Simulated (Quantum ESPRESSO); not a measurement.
Inputs of pw.x and gipaw.x (a modified build of Quantum ESPRESSO, PBE) for CaF2; the starting potential comes from an earlier run on another mesh:

```
&CONTROL
  calculation = 'scf'
  prefix = 'x'
  pseudo_dir = './pseudo'
  outdir = './out'
  tprnfor = .true.
/
&SYSTEM
  ibrav = 0
  nat = 3
  ntyp = 2
  ecutwfc = 45
  ecutrho = 180
  occupations = 'fixed'
  nbnd = 12
/
&ELECTRONS
  conv_thr = 1e-11
  startingpot = 'file'
/
ATOMIC_SPECIES
Ca 40.078 Ca.GGA_PBE-JTH.UPF
F 18.998 F.GGA_PBE-JTH.UPF
CELL_PARAMETERS angstrom
   -0.000000000000     2.744234875000     2.785605250000
    2.744234875000    -0.000000000000     2.785605250000
    2.744234875000     2.744234875000     0.000000000000
ATOMIC_POSITIONS crystal
Ca     0.000000000000     0.000000000000     0.000000000000
F      0.750000000000     0.750000000000     0.750000000000
F      0.250000000000     0.250000000000     0.250000000000
K_POINTS automatic
4 4 4 1 1 1
```

```
&INPUTGIPAW
  job = 'nmr'
  prefix = 'x'
  tmp_dir = './out/'
  restart_mode = 'from_scratch'
  pawproj(1) = .true.
  pawproj(2) = .true.
  use_nmr_macroscopic_shape = .false.
/
```

The cell was made here from a computed Materials Project entry: strained by +1 % along the cube axis and by -0.5 % across it, atoms relaxed (PBE without dispersion, pw.x of Quantum ESPRESSO, symmetry kept). The parent is CaF2 in Fm-3m. Stability against distortions was not tested.

Task: Give the final section of the GIPAW output.

Result: 
```
     Total NMR chemical shifts in ppm: ---------------------------------------
     (adopting the Simpson convention for anisotropy and asymmetry)-----------

     Atom  1  Ca  pos: (  0.000000  0.000000  0.000000)  Total sigma:        1140.75
          1139.7841         -0.0000         -0.0000
            -0.0000       1139.7841          0.0000
             0.0000          0.0000       1142.6681

     Ca      1    anisotropy:      2.88    eta:    0.0000
     Ca      1    sigma_11=   1139.78
     Ca      1    sigma_22=   1139.78
     Ca      1    sigma_33=   1142.67

     Atom  2  F   pos: (  1.052696  1.052696  1.068565)  Total sigma:         216.13
           216.0870         -0.0000         -0.0000
            -0.0000        216.0870         -0.0000
            -0.0000         -0.0000        216.2302

     F       2    anisotropy:      0.14    eta:    0.0000
     F       2    sigma_11=    216.09
     F       2    sigma_22=    216.09
     F       2    sigma_33=    216.23

     Atom  3  F   pos: (  0.350899  0.350899  0.356188)  Total sigma:         216.13
           216.0870          0.0000         -0.0000
             0.0000        216.0870         -0.0000
            -0.0000         -0.0000        216.2302

     F       3    anisotropy:      0.14    eta:    0.0000
     F       3    sigma_11=    216.09
     F       3    sigma_22=    216.09
     F       3    sigma_33=    216.23
```
The printed anisotropy is 3/2 (σ_33 − σ_iso) in the program's own order; the axes are left out here. Anisotropies that symmetry doesn't fix are less certain than the isotropic values. These are absolute shieldings with no macroscopic susceptibility term; δ = σ_ref − σ needs a reference computed alike. By our sweeps, such settings leave a few ppm in absolute σ. PBE places the empty d or f states of Ca too low, which is known to distort σ on and beside such ions.
